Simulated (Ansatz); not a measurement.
Bi2TeO2 in space group I4/mmm (No. 139; Bi on 4e, Te on 2b, O on 4d) at seven volumes, LDA (plane waves, PAW; program Ansatz), shape and atoms relaxed at each. One row is withheld.

```csv
V (Å³/atom),P (GPa)
17.628,9.85
18.209,?
18.790,2.74
19.371,0.00
19.952,-2.30
20.533,-4.23
21.115,-5.84
```

**Question.** Fit the shown pressures and predict the withheld one.

**Answer.** P = (3/2)B₀(x^(7/2) − x^(5/2))[1 + (3/4)(B′ − 4)(x − 1)] with x = (V₀/V)^(2/3). Least squares on the six rows gives V₀ = 19.371 Å³/atom, B₀ = 83.3 GPa, B′ = 4.78. At V = 18.209, x = 1.0421 and P = 5.98 GPa. The run itself gave 5.99 GPa.

The workflow started from a Materials Project entry (that database holds measured and hypothetical structures alike); the Crystallography Open Database copy checked does not list it. Its standing as an ambient phase is unchecked. The cell was relaxed with LDA under the symmetry of its start; whether a distortion lowers the energy is not shown. Scalar-relativistic: spin–orbit coupling is off unless named, which matters more the heavier the elements.

Potentials: the later of the program's two PAW sets.
